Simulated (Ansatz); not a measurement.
An Ansatz (a first-principles code) input:

Ansatz 0.2 input:
```yaml
crystal:
  lattice:
    - [5.5799781551, 0.0, 0.0]
    - [0.0, 5.5799781551, 0.0]
    - [0.0, 0.0, 5.5799781551]
  atoms:
    - { symbol: Zn, position: [0.25, 0.0, 0.5] }
    - { symbol: Zn, position: [0.75, 0.0, 0.5] }
    - { symbol: Zn, position: [0.5, 0.25, 0.0] }
    - { symbol: Zn, position: [0.5, 0.75, 0.0] }
    - { symbol: Zn, position: [0.0, 0.5, 0.25] }
    - { symbol: Zn, position: [0.0, 0.5, 0.75] }
    - { symbol: O, position: [0.75, 0.5, 0.0] }
    - { symbol: O, position: [0.25, 0.5, 0.0] }
    - { symbol: O, position: [0.0, 0.75, 0.5] }
    - { symbol: O, position: [0.0, 0.25, 0.5] }
    - { symbol: O, position: [0.5, 0.0, 0.75] }
    - { symbol: O, position: [0.5, 0.0, 0.25] }
kpoints:
  mp_grid: { grid: [3, 3, 3] }
hamiltonian:
  xc: hse06
  pseudopotentials: { kind: paw }
scf:
  n_extra_bands: 12
  occupations: { method: fixed }
output:
  eigenvalues: true
  eigenstates:
    e_range: [-9.0, 10.1]
    kpoints:
      - [0.0, 0.0, 0.0]  # VBM
      - [0.0, 0.0, 0.0]  # CBM
      - [0.0, 0.0, 0.0]  # GAMMA
      - [0.5, 0.5, 0.5]  # R
      - [0.5, 0.5, 0.0]  # M
      - [0.0, 0.5, 0.0]  # X
```

**Question.** How many symmetry operations and irreducible k-points will the run report?

**Answer.** 48 operations, 4 of 27 k-points.

**Question.** With a cutoff of 420 eV, how many plane waves at Γ?

**Answer.** 3407.

It took roughly 4 core-minutes on shared server cores.

The points marked VBM and CBM come from a semilocal run.

Space group Pm-3n. The start of the workflow was typed in or built on a structure type; neither database checked (COD, Materials Project) lists it. It is not the phase usual at ambient conditions (space group No. 186). The r²SCAN relaxation kept the symmetry of its start; its stability against distortions is not shown here.

Potentials: the later of the program's two PAW sets.

Ansatz is a plane-wave DFT program.
